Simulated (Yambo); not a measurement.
Ba2SrWO6 (space group R-3, No. 148), G0W0@LDA (Yambo, plasmon pole, terminator in G, 2×2×2 mesh): gap F → F in eV by bands and screening block.

| bands (W and G) | 2 Ry | 3 Ry | 5 Ry | 6 Ry | 8 Ry |
|---|---|---|---|---|---|
| 81 | 5.26 | … | 4.93 | 4.89 | 4.87 |
| 123 | 5.00 | … | 4.72 | 4.70 | 4.69 |
| 178 | 4.91 | 4.69 | 4.62 | 4.60 | 4.60 |
| 246 | 4.87 | 4.64 | 4.57 | 4.56 | 4.56 |
| 317 | … | 4.62 | 4.55 | 4.54 | 4.54 |

Task: Estimate the withheld gaps from their neighbours; the computed values follow.

Result: 
- 81, 3 Ry: 5.03
- 123, 3 Ry: 4.79
- 317, 2 Ry: 4.86

The largest settings aren't shown to be the converged limit.

Spin-orbit coupling is not included.

Geometry of the Materials Project entry, not relaxed at this level; primitive cell a = b = c = 6.129 Å, α = β = γ = 60.96°.

The structure is a Materials Project entry; no match was found in the copy of COD used, and its stability was not checked.
